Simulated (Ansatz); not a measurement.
Structure relaxation, NbSi

The relaxed structure here is a generated cell of NbSi: the first start was made by placing the elements on the sites of a structure type, and the end was not matched to a known phase here, so it may be hypothetical.

The start is a generated trial cell of NbSi in the AFLOW prototype AB_hP6_154_a_b (B9, as in HgS). Cell shape, volume and atoms are optimised at zero target pressure with r2SCAN (plane waves to 500 eV, PAW, scalar-relativistic; Ansatz, an electronic-structure program). The first steps use a coarse 7×7×3 k-mesh.

Input geometry:
```
CELL_PARAMETERS angstrom
      3.78739     0.00000     0.00000
     -1.89370     3.27998     0.00000
      0.00000     0.00000     8.67674
ATOMIC_POSITIONS crystal
  Nb 0.71980 0.00000 0.66667
  Nb 0.00000 0.71980 0.33333
  Nb 0.28020 0.28020 0.00000
  Si 0.48890 0.00000 0.16667
  Si 0.00000 0.48890 0.83333
  Si 0.51110 0.51110 0.50000
```

Question: Which atoms feel the largest initial force, and how large is it?

Answer: About 8.0 eV/Å, on Si4, Si5, Si6 (atoms numbered as listed).

Question: How much energy is released per atom?

Answer: 1.26 eV/atom.

Question: How does the volume per atom move from start to end?

Answer: -5.6 %, from 17.96 to 16.96 Å³/atom.

Question: How do the shortest distances between atoms change?

Answer: The closest pairs of elements (up to four, under 3.6 Å), start → end: Nb–Si 2.16 → 2.57 Å; Nb–Nb 3.43 → 3.63 Å; Si–Si 3.46 → 3.63 Å.

Final values are on a 16×16×16 k-mesh of the relaxed cell. No spin polarisation in the result. The relaxed primitive cell holds an odd number of electrons. A magnetic state may lie lower.

The run could not lose the symmetry of its start: the end is stationary, and may be a saddle point rather than a minimum.
